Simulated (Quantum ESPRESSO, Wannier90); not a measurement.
# Tight-binding from DFT: GeTe(PbSe)2 (P3m1)

Structure: Materials Project mp-1224368, symmetrised, not relaxed again. Not found in the COD (Crystallography Open Database) copy used; not checked further. Level: PBEsol, no spin polarisation, no spin-orbit coupling; pw.x of Quantum ESPRESSO at 69 Ry with PseudoDojo potentials, 6×6×4 k-points, Wannier90. Density: 12×12×4 mesh, Gaussian smearing 0.01 Ry. Spin-orbit coupling is left out although heavy elements are present.

On the energy scale of pw.x, whose zero is arbitrary, the valence-band maximum lies at 8.71 eV.

Input w.win:

```
num_bands = 10
num_wann = 10
exclude_bands = 1-20,31-67
num_iter = 1000
conv_tol = 1.0e-6
conv_window = 4
write_hr = true
write_u_matrices = true
auto_projections = true
begin unit_cell_cart
ang
    4.3205301135    0.0000000000    0.0000000000
   -2.1602650568    3.7416888361    0.0000000000
    0.0000000000    0.0000000000   10.8339200000
end unit_cell_cart
begin atoms_frac
Ge   0.0000000000  0.0000000000  0.0062000000
Te  -0.3333333333  0.3333333333 -0.1353500000
Pb  -0.3333333333  0.3333333333  0.3133200000
Pb   0.3333333333 -0.3333333333 -0.3457800000
Se   0.3333333333 -0.3333333333  0.1603700000
Se   0.0000000000  0.0000000000 -0.4987700000
end atoms_frac
mp_grid = 6 6 4
begin kpoints
0.0000000000 0.0000000000 0.0000000000
0.0000000000 0.0000000000 0.2500000000
0.0000000000 0.0000000000 0.5000000000
... (141 more lines: the 6x6x4 mesh through Gamma)
end kpoints
```

Input of pw2wannier90.x that gives the overlap and projection files (equivalent; here they were cut from one run over all bands):

```
&inputpp
  outdir = './out'
  prefix = 'pwscf'
  seedname = 'w'
  write_amn = .true.
  write_mmn = .true.
  atom_proj = .true.
  atom_proj_exclude = 1 2 3 4 5 6 7 8 9 10 11 12 13 14 15 16 17 18 24 25 26 27 33 34 35 36 37 38 39 40 41 42 43 44 45 46 47 48 49 50 51 52 53 54
/
```

Output w.wout (banner and timings cut):

```
                                    ------
                                    SYSTEM
                                    ------

                              Lattice Vectors (Ang)
                    a_1     4.320530   0.000000   0.000000
                    a_2    -2.160265   3.741689   0.000000
                    a_3     0.000000   0.000000  10.833920

                   Unit Cell Volume:     175.14201  (Ang^3)

                        Reciprocal-Space Vectors (Ang^-1)
                    b_1     1.454263   0.839619  -0.000000
                    b_2     0.000000   1.679238   0.000000
                    b_3     0.000000  -0.000000   0.579955

 *----------------------------------------------------------------------------*
 |   Site       Fractional Coordinate          Cartesian Coordinate (Ang)     |
 +----------------------------------------------------------------------------+
 | ge   1   0.00000   0.00000   0.00620   |    0.00000   0.00000   0.06717    |
 | te   1  -0.33333   0.33333  -0.13535   |   -2.16027   1.24723  -1.46637    |
 | pb   1  -0.33333   0.33333   0.31332   |   -2.16027   1.24723   3.39448    |
 | pb   2   0.33333  -0.33333  -0.34578   |    2.16027  -1.24723  -3.74615    |
 | se   1   0.33333  -0.33333   0.16037   |    2.16027  -1.24723   1.73744    |
 | se   2   0.00000   0.00000  -0.49877   |    0.00000   0.00000  -5.40363    |
 *----------------------------------------------------------------------------*
                                ------------
                                K-POINT GRID
                                ------------

             Grid size =  6 x  6 x  4      Total points =  144

 *---------------------------------- MAIN ------------------------------------*
 |  Number of Wannier Functions               :                10             |
 |  Number of Objective Wannier Functions     :                10             |
 |  Number of input Bloch states              :                10             |
 |  Output verbosity (1=low, 5=high)          :                 1             |
 |  Timing Level (1=low, 5=high)              :                 1             |
 |  Optimisation (0=memory, 3=speed)          :                 3             |
 |  Length Unit                               :               Ang             |
 |  Post-processing setup (write *.nnkp)      :                 F             |
 |  Using Gamma-only branch of algorithms     :                 F             |
 *----------------------------------------------------------------------------*
 *------------------------------- WANNIERISE ---------------------------------*
 |  Total number of iterations                :              1000             |
 |  Number of CG steps before reset           :                 5             |
 |  Trial step length for line search         :             2.000             |
 |  Convergence tolerence                     :         0.100E-05             |
 |  Convergence window                        :                 4             |
 |  Iterations between writing output         :                 1             |
 |  Iterations between backing up to disk     :               100             |
 |  Write r^2_nm to file                      :                 F             |
 |  Write xyz WF centres to file              :                 F             |
 |  Write on-site energies <0n|H|0n> to file  :                 F             |
 |  Use guiding centre to control phases      :                 F             |
 |  Use phases for initial projections        :                 F             |
 *----------------------------------------------------------------------------*
 *-------------------------------- PLOTTING ----------------------------------*
 |  Plotting Hamiltonian in WF basis          :                 T             |
 *----------------------------------------------------------------------------*

       ... (k-mesh section left out)

 Starting a new Wannier90 calculation ...

 Reading overlaps from w.mmn

 Reading projections from w.amn

 *------------------------------- WANNIERISE ---------------------------------*
 +--------------------------------------------------------------------+<-- CONV
 | Iter  Delta Spread     RMS Gradient      Spread (Ang^2)            |<-- CONV
 +--------------------------------------------------------------------+<-- CONV

 ------------------------------------------------------------------------------
 Initial State
  WF centre and spread    1  ( -2.160265,  1.247230,  3.392471 )     0.57429683
  WF centre and spread    2  ( -2.160265,  1.249579,  3.387868 )     0.60949725
  WF centre and spread    3  ( -2.160265,  1.244872,  3.387868 )     0.60949726
  WF centre and spread    4  ( -2.160265,  1.244143,  3.391705 )     0.59013335
  WF centre and spread    5  ( -2.160265,  1.250316,  3.391705 )     0.59013335
  WF centre and spread    6  (  2.160265, -1.247230, -3.747583 )     0.57457102
  WF centre and spread    7  (  2.160265, -1.244364, -3.753266 )     0.60301760
  WF centre and spread    8  (  2.160265, -1.250105, -3.753266 )     0.60301761
  WF centre and spread    9  (  2.160265, -1.250652, -3.749209 )     0.58716082
  WF centre and spread   10  (  2.160265, -1.243807, -3.749209 )     0.58716082
  Sum of centres and spreads (  0.000000, -0.000019, -1.800916 )     5.92848590

      0     0.593E+01     0.0000000000        5.9284858790  <-- CONV
        O_D=      0.0000439 O_OD=      0.0031302 O_TOT=      5.9284859 <-- SPRD
 ------------------------------------------------------------------------------
      1    -0.679E-05     0.0019988645        5.9284790849  <-- CONV
        O_D=      0.0000437 O_OD=      0.0031235 O_TOT=      5.9284791 <-- SPRD
      2    -0.490E-06     0.0006875878        5.9284785946  <-- CONV
        O_D=      0.0000437 O_OD=      0.0031231 O_TOT=      5.9284786 <-- SPRD
      3    -0.297E-07     0.0002240019        5.9284785649  <-- CONV
        O_D=      0.0000437 O_OD=      0.0031230 O_TOT=      5.9284786 <-- SPRD
      4    -0.453E-08     0.0000935165        5.9284785604  <-- CONV
        O_D=      0.0000437 O_OD=      0.0031230 O_TOT=      5.9284786 <-- SPRD
      5    -0.174E-08     0.0000594466        5.9284785587  <-- CONV
        O_D=      0.0000437 O_OD=      0.0031230 O_TOT=      5.9284786 <-- SPRD
             <<<     Delta < 1.000E-06  over  4 iterations     >>>
             <<< Wannierisation convergence criteria satisfied >>>
 Final State
  WF centre and spread    1  ( -2.160265,  1.247230,  3.392471 )     0.57429876
  WF centre and spread    2  ( -2.160265,  1.249579,  3.387867 )     0.60949954
  WF centre and spread    3  ( -2.160265,  1.244872,  3.387867 )     0.60949955
  WF centre and spread    4  ( -2.160265,  1.244142,  3.391706 )     0.59013479
  WF centre and spread    5  ( -2.160265,  1.250317,  3.391706 )     0.59013479
  WF centre and spread    6  (  2.160265, -1.247230, -3.747583 )     0.57457266
  WF centre and spread    7  (  2.160265, -1.244364, -3.753267 )     0.60301084
  WF centre and spread    8  (  2.160265, -1.250105, -3.753267 )     0.60301085
  WF centre and spread    9  (  2.160265, -1.250653, -3.749208 )     0.58715840
  WF centre and spread   10  (  2.160265, -1.243807, -3.749208 )     0.58715840
  Sum of centres and spreads (  0.000000, -0.000019, -1.800916 )     5.92847858

         Spreads (Ang^2)       Omega I      =     5.925311802
        ================       Omega D      =     0.000043719
                               Omega OD     =     0.003123037
    Final Spread (Ang^2)       Omega Total  =     5.928478559
```
